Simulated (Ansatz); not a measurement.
SnSe2 (started from an entry of an open crystallographic database), relaxed with r2SCAN+rVV10 in the PAW code Ansatz. The symmetry is P-3m1 (No. 164, trigonal); conventional cell a = 3.825 Å, c = 6.227 Å, 26.30 Å³ an atom. Sn is surrounded by 6 Se at 2.71 Å; Se is surrounded by 3 Sn at 2.71 Å.

The axes x, y and z are those of this cell:
```yaml
crystal:
  lattice:
    - [3.82516, 0.00000, 0.00000]
    - [-1.91258, 3.31269, 0.00000]
    - [0.00000, 0.00000, 6.22706]
  atoms:
    - { symbol: Sn, position: [0.00000, 0.00000, 0.00000] }
    - { symbol: Se, position: [0.33333, 0.66667, 0.25308] }
    - { symbol: Se, position: [0.66667, 0.33333, 0.74692] }
```

Unstrained: With PBE the valence top lies at k = (-0.089, 0.172, 0) and the conduction bottom at k = (0, 0.458, 0.344), 0.629 eV higher; the smallest vertical gap, at Γ, is 1.132 eV. r2SCAN gives an indirect gap of 0.916 eV, from k = (-0.089, 0.172, 0) to k = (0, 0.458, 0.344); the least direct gap is 1.492 eV at k = (0, 0.417, 1/4). With HSE06 the valence top lies at k = (-0.089, 0.172, 0) and the conduction bottom at k = (0, 0.458, 0.344), 1.296 eV higher; the smallest vertical gap, at k = (0, 0.458, 0.344), is 1.884 eV. Meshes: PBE 12×12×4, r2SCAN 12×12×4, HSE06 6×6×4. Strains are changes of length per length. After each strain the atoms were relaxed again with r2SCAN+rVV10 within the symmetry that the strain leaves, so tilts or polar shifts that break it weren't tested; points keep the names that they have in the unstrained zone. Calculated for a static, non-magnetic cell.

Question: Estimate what uniaxial -5.64 % along z, other directions held does to the gap.

Answer: PBE: the gap goes from 0.629 to 0.292 eV (-0.337 eV); the edges go from (-0.089, 0.172, 0) → (0, 0.458, 0.344) to Γ–K (0.20) → (0, 0.427, 1/3). r2SCAN: the gap goes from 0.916 to 0.573 eV (-0.343 eV); the edges go from (-0.089, 0.172, 0) → (0, 0.458, 0.344) to Γ–K (0.20) → (0, 0.427, 1/3). HSE06: the gap goes from 1.296 to 0.921 eV (-0.375 eV); the edges go from (-0.089, 0.172, 0) → (0, 0.458, 0.344) to Γ–K (0.20) → (0, 0.427, 1/3).

Question: Apply isotropic +5.75 % on every length. How far does the gap move, against the unstrained cell?

Answer: PBE: the gap goes from 0.629 to 0.472 eV (-0.157 eV); it turns from indirect ((-0.089, 0.172, 0) → (0, 0.458, 0.344)) to direct (Γ). r2SCAN: the gap goes from 0.916 to 0.784 eV (-0.132 eV); it turns from indirect ((-0.089, 0.172, 0) → (0, 0.458, 0.344)) to direct (Γ). HSE06: the gap goes from 1.296 to 1.158 eV (-0.138 eV); it turns from indirect ((-0.089, 0.172, 0) → (0, 0.458, 0.344)) to direct (Γ).

Question: Apply biaxial -5.75 % in x and y, z held. How far does the gap move, against the unstrained cell?

Answer: PBE: the gap goes from 0.629 to 0.202 eV (-0.427 eV); the edges go from (-0.089, 0.172, 0) → (0, 0.458, 0.344) to (-0.104, 0.104, 0.198) → (0, 0.466, 0.383). r2SCAN: the gap goes from 0.916 to 0.514 eV (-0.402 eV); the edges go from (-0.089, 0.172, 0) → (0, 0.458, 0.344) to (-0.104, 0.104, 0.198) → (0, 0.466, 0.383). HSE06: the gap goes from 1.296 to 0.837 eV (-0.459 eV); the edges go from (-0.089, 0.172, 0) → (0, 0.458, 0.344) to (-0.104, 0.104, 0.198) → (0, 0.466, 0.383).

Question: Apply epitaxial +4.86 % in the xy plane, free normal strain -5.26 %. How far does the gap move, against the unstrained cell?

Answer: PBE: gap 0.63 before, none (overlap 0.01) after (eV); it has closed. r2SCAN: the gap goes from 0.916 to 0.269 eV (-0.647 eV); the edges go from (-0.089, 0.172, 0) → (0, 0.458, 0.344) to Γ–K (0.12) → Γ. HSE06: the gap goes from 1.296 to 0.586 eV (-0.710 eV); the edges go from (-0.089, 0.172, 0) → (0, 0.458, 0.344) to Γ–K (0.12) → Γ.

No spin-orbit coupling is included; it can move band edges with weight on the heavy atoms by tenths of an eV.

Where an edge lies off the special points, it is a point of the mesh or the k point where a search put PBE's edge or least direct gap, reused for the other functionals, whose own edges may lie a little apart.

Coordinates of k points refer to the reciprocal vectors of the primitive cell of the runs.

The meshes of the hybrids are coarse, so their gaps aren't converged to the digits shown.
